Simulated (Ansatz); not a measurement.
Consider the following.

C:
```yaml
crystal:
  lattice:
    - [6.09132, 0.00000, 0.00000]
    - [0.00000, 6.09132, 0.00000]
    - [0.00000, 0.00000, 6.09132]
  atoms:
    - { symbol: C, position: [0.58666, 0.75000, 0.91334] }
    - { symbol: C, position: [0.58666, 0.91334, 0.75000] }
    - { symbol: C, position: [0.75000, 0.58666, 0.91334] }
    - { symbol: C, position: [0.75000, 0.91334, 0.58666] }
    - { symbol: C, position: [0.91334, 0.58666, 0.75000] }
    - { symbol: C, position: [0.91334, 0.75000, 0.58666] }
    - { symbol: C, position: [0.08666, 0.25000, 0.58666] }
    - { symbol: C, position: [0.08666, 0.41334, 0.75000] }
    - { symbol: C, position: [0.25000, 0.08666, 0.58666] }
    - { symbol: C, position: [0.25000, 0.41334, 0.91334] }
    - { symbol: C, position: [0.41334, 0.08666, 0.75000] }
    - { symbol: C, position: [0.41334, 0.25000, 0.91334] }
    - { symbol: C, position: [0.08666, 0.58666, 0.25000] }
    - { symbol: C, position: [0.08666, 0.75000, 0.41334] }
    - { symbol: C, position: [0.25000, 0.58666, 0.08666] }
    - { symbol: C, position: [0.25000, 0.91334, 0.41334] }
    - { symbol: C, position: [0.41334, 0.75000, 0.08666] }
    - { symbol: C, position: [0.41334, 0.91334, 0.25000] }
    - { symbol: C, position: [0.58666, 0.08666, 0.25000] }
    - { symbol: C, position: [0.58666, 0.25000, 0.08666] }
    - { symbol: C, position: [0.75000, 0.08666, 0.41334] }
    - { symbol: C, position: [0.75000, 0.41334, 0.08666] }
    - { symbol: C, position: [0.91334, 0.25000, 0.41334] }
    - { symbol: C, position: [0.91334, 0.41334, 0.25000] }
```

This is the PBE-relaxed structure.

Problem. All from PBE in the plane-wave PAW code Ansatz, unless another level is named. Estimate the band gap.

Solution. 2.85 eV (indirect).

Problem. What about the smallest direct gap on the standard path?

Solution. 3.45 eV.

Problem. What about the hole effective mass, band 3 of 3 at the edge?

Solution. 0.63 along [100], 0.63 along [110], 0.64 along [111] (mₑ).

Problem. Predict the valence-band maximum.

Solution. at Γ.

Problem. Give the conduction-band minimum.

Solution. on the R–M line, 43 % of the way from R (6 equivalent valleys).

Space group Pn-3m. The start of the workflow was typed in or built on a structure type; neither database checked (COD, Materials Project) lists it. It is not the phase usual at ambient conditions (space group No. 194, 227). The PBE relaxation kept the symmetry of its start; its stability against distortions is not shown here.

Potentials: the later of the program's two PAW sets.
